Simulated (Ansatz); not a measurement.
Input:

Zr₂Ir:
```xyz
6
Lattice="-3.2316 3.2316 2.8241 3.2316 -3.2316 2.8241 3.2316 3.2316 -2.8241" Properties=species:S:1:pos:R:3 pbc="T T T"
Zr     1.0939     4.3255     0.0000
Zr     2.1377    -1.0939     2.8241
Zr     2.1377     1.0939     0.0000
Zr     1.0939     2.1377     2.8241
Ir     0.0000     0.0000     4.2362
Ir     0.0000     0.0000     1.4121
```

This is the PBEsol-relaxed structure.

Q: All from plane-wave PAW PBEsol (Ansatz code), unless another level is named. Predict the bulk modulus (Birch–Murnaghan fit).

A: 141 GPa.

Q: Next, the highest zone-centre frequency?

A: 206 cm^-1.

Space group I4/mcm. The workflow started from a Materials Project entry (that database holds measured and hypothetical structures alike); the Crystallography Open Database copy checked does not list it. Whether it is the stable phase at ambient conditions was not checked. The PBEsol relaxation kept the symmetry of its start; its stability against distortions is not shown here. No spin polarisation was allowed. As this level gives no gap, phonon frequencies hold no LO–TO term and depend on the k-mesh and smearing (Fermi–Dirac, 0.1 eV here). Scalar-relativistic: spin–orbit coupling is off unless named, which matters more the heavier the elements.

Potentials: the later of the program's two PAW sets.
